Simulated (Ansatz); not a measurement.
PbTe (rock salt)

```xyz
2
Lattice="0.0000 3.2845 3.2845 3.2845 0.0000 3.2845 3.2845 3.2845 0.0000" Properties=species:S:1:pos:R:3 pbc="T T T"
Te     0.0000     0.0000     0.0000
Pb     3.2845     3.2845     3.2845
```

The slice is a {100} plane (indices of the conventional cell) through the point (0.000, 0.000, 0.000) (fractional), spanned by u = [100] and v = [0 1 -1] in vectors of this cell: u (4.64 Å) and v (4.64 Å, at 90° to u). It covers one period; positions are fractions (u, v).

Computed with PBE (plane waves to 420 eV, PAW, scalar-relativistic; Ansatz, a quantum-chemistry and plane-wave program). k mesh 9×9×9. Near the nuclei the fields are pseudised (PAW); where an atom keeps semicore shells as valence, they peak there. PbTe was relaxed with its symmetry unable to fall. Spin-orbit coupling is left out, though Pb and Te are heavy.

Q: What is the valence density on the shortest Te–Pb line in this plane (3.28 Å), at its minimum between the atoms?

A: 0.18 e/Å³.

Q: The ELF has a maximum in the middle third of the Te–Pb line. Where, and how high?

A: 0.66, 1.3 Å from Te.

Q: What is the ELF at the density minimum of the shortest Te–Pb line in this plane (3.28 Å)?

A: 0.3.

Q: Predict the map of the electrostatic potential energy of an electron, from the cell's mean on the slice.

A: 
```
|xxxxxxxxxx  **%%@@@@@@@@@@%%**  xxxxxxxx|
|xxxxxxxx  ::**%%%%@@@@@@%%%%**::  xxxxxx|
|xxxxxxxx  ==##################==  xxxxxx|
|xxxx    --******++======++******--    xx|
|    ::==****++--..      ..--++****==::  |
|++****##**++::    xxxxxx    ::++**##****|
|%%%%%%##**--  xxxxxxxxxxxxxx  --**##%%%%|
|@@@@%%##++..  xxxxxxxxxxxxxx  ..++##%%@@|
|@@@@@@##==  xxxxxxxxxxxxxxxxxx  ==##@@@@|
|@@@@@@##==  xxxxxxxxxxxxxxxxxx  ==##@@@@|
|@@@@@@##==  xxxxxxxxxxxxxxxxxx  ==##@@@@|
|@@@@%%##++..  xxxxxxxxxxxxxx  ..++##%%@@|
|%%%%%%##**--  xxxxxxxxxxxxxx  --**##%%%%|
|++****##**++::    xxxxxx    ::++**##****|
|    ::==****++--..      ..--++****==::  |
|xxxx    --******++======++******--    xx|
|xxxxxxxx  ==##################==  xxxxxx|
|xxxxxxxx  ::**%%%%@@@@@@%%%%**::  xxxxxx|
|xxxxxxxxxx  **%%@@@@@@@@@@%%**  xxxxxxxx|
|xxxxxxxxxx  ++%%@@@@@@@@@@%%++  xxxxxxxx|
```
Scale: ten equal steps from -3.00 (start of ' ') to 5.52 (end of '@'), in the order ' .:-=+*#%@'. Values: electrostatic potential energy of an electron, from the cell's mean, in eV. The map has 20 points along u (two characters each, u = 0 at the left) and 20 along v (v = 0 in the bottom row). Points within 1 Å of a nucleus are blanked (x), as the pseudised field means little there. Values under -3 eV are set to -3. The zero, the cell's mean, hangs on the PAW cores.
